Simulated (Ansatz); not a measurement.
With the program Ansatz at the PBEsol level (PAW), CoPtW in the trigonal phase (P3m1; Co on 1a, Pt on 1b, W on 1c) relaxes to a = 2.715 Å, c = 6.471 Å. Co has 12 nearest neighbours from 2.56 Å (cuboctahedral); Pt has 12 nearest neighbours from 2.66 Å (cuboctahedral); W has 12 nearest neighbours from 2.56 Å (cuboctahedral). Against the elements it lies at 0.065 eV/atom, with no fitted shifts.

Electronic character: metallic (no gap). The magnetic state found is ferromagnetic. The net moment is 0.24 μB per atom.

An equation-of-state fit gives a bulk modulus of 272 GPa.

The start of the workflow was typed in or built on a structure type; neither database checked (COD, Materials Project) lists it. Whether it is the stable phase at ambient conditions was not checked. The PBEsol relaxation kept the symmetry of its start; whether a distortion lowers the energy is not shown. Spin order of the final state: ferromagnetic, chosen from 4 collinear starts compared on coarse meshes (ties went to the first, and starts can fall back to one state), not a proven ground state. Axis ratios of metals converge slowly with the k-mesh, so a and c are less sure than the volume. The references are the lowest solids computed at this level, not always the standard phases. Spin–orbit coupling is left out wherever it is not named.

Potentials: the later of the program's two PAW sets.
